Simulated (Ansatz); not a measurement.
Ga2O3:
```cif
data_Ga12O18
_chemical_formula_sum 'Ga12 O18'
_space_group_name_H-M_alt 'R-3c :H'
_space_group_IT_number 167
_space_group_name_Hall '-R 3 2"c'
_cell_length_a 4.98459
_cell_length_b 4.98459
_cell_length_c 13.44037
_cell_angle_alpha 90.000
_cell_angle_beta 90.000
_cell_angle_gamma 120.000
loop_
_atom_site_label
_atom_site_type_symbol
_atom_site_symmetry_multiplicity
_atom_site_Wyckoff_symbol
_atom_site_fract_x
_atom_site_fract_y
_atom_site_fract_z
_atom_site_occupancy
Ga1 Ga 12 c 0.00000 0.00000 0.14459 1
O1 O 18 e 0.30361 0.30361 0.75000 1
```
(The calculation used a cell of 10 atoms; values per cell refer to that cell.)

Relaxed with r²SCAN.

Task: Decompose the optical modes at the zone centre into irreducible representations, and say which are infrared and Raman allowed.

Result: Point group -3m: Γ_opt = 2A1g + 2A1u + 3A2g + 2A2u + 5Eg + 4Eu. Infrared: A2u, Eu. Raman: A1g, Eg.

Task: Assign frequencies (DFPT, DFT-r²SCAN in the program Ansatz with PAW potentials; without the LO–TO term).

Result: A2g 158, A1g 217, Eu 223, Eg 239, A2u 272, Eg 286, Eg 328, Eu 333, A1u 338, Eg 428, Eu 468, A2g 477, A2u 539, Eu 564, A1g 566, A1u 622, Eg 681, A2g 699 cm⁻¹.

The cell was relaxed with r²SCAN under the symmetry of its start; of distortions, only those at the zone centre were tested.

Potentials: the earlier of the program's two PAW sets.
